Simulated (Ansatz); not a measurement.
SiB2Os2 in space group Cmmm (No. 65; Si on 2a, Os on 4j, B on 4i) at seven volumes, r²SCAN (plane waves, PAW; program Ansatz), shape and atoms relaxed at each. One row is withheld.

```
V (Å³/atom)  P (GPa)
-----------  -------
9.567          34.37
9.882          20.82
10.197             ?
10.513          0.00
10.828         -7.75
11.144        -14.27
11.459        -19.58
```

Problem. Fit the shown pressures and predict the withheld one.

Solution. Third-order Birch–Murnaghan: P = (3/2)B₀(x^(7/2) − x^(5/2))[1 + (3/4)(B′ − 4)(x − 1)] with x = (V₀/V)^(2/3). Least squares on the six rows gives V₀ = 10.514 Å³/atom, B₀ = 284.9 GPa, B′ = 5.20. At V = 10.197, x = 1.0206 and P = 9.44 GPa. The run itself gave 9.54 GPa.

The start of the workflow was typed in or built on a structure type; neither database checked (COD, Materials Project) lists it. Whether it is the stable phase at ambient conditions was not checked. The cell was relaxed with r²SCAN under the symmetry of its start; whether a distortion lowers the energy is not shown. The run is not spin-polarised. Its formation energy is positive at this level, so the cell may be metastable or incomplete. Scalar-relativistic: spin–orbit coupling is off unless named, which matters more the heavier the elements.

Potentials: the earlier of the program's two PAW sets.
